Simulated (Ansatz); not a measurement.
A geometry of ZnSiP2 away from equilibrium: step 3 of the relaxation of a relaxed ZnSiP2 cell displaced along its unstable phonon at q = Γ (118i cm⁻¹), largest move 0.15 Å. The numbers are results of PBEsol (plane waves to 420 eV, PAW, scalar-relativistic; Ansatz, a first-principles code), not measurements. Γ-centred k-mesh 11×11×3 on the run's cell (coarser than for final values), Fermi–Dirac smearing 0.05 eV. The plane waves were selected for a different cell earlier on the path.

```
ZnSiP2
1.0
    3.41219     0.00000     0.00000
   -1.70609     3.02753     0.00000
    0.00000     0.00000    12.11551
Zn P Si
2 4 2
Direct
  0.32627   0.65254   0.75007
  0.67373   0.34746   0.25007
  0.26834   0.53669   0.11173
  0.73166   0.46331   0.61173
  0.60308   0.20616   0.88805
  0.39692   0.79384   0.38805
  0.94994   0.89987   0.00014
  0.05006   0.10013   0.50014
```

**Question.** What forces act on the atoms (eV/Å)?

**Answer.** 
| atom | Fx | Fy | Fz |
|---|---|---|---|
| Zn1 | 0.00 | -0.13 | -0.03 |
| Zn2 | 0.00 | 0.13 | -0.03 |
| P3 | 0.00 | -0.29 | -0.11 |
| P4 | 0.00 | 0.29 | -0.11 |
| P5 | 0.00 | -0.08 | 0.12 |
| P6 | 0.00 | 0.08 | 0.12 |
| Si7 | 0.00 | 0.19 | 0.02 |
| Si8 | 0.00 | -0.19 | 0.02 |

The path ends in Cmc2₁ (No. 36). No spin polarisation in the result.

The run could not lose the symmetry of its start, so the end can be a saddle point.

The end of the path is a generated cell of ZnSiP2: the first start was made by placing the elements on the sites of a structure type, and the end was not matched to a known phase here, so it may be hypothetical.
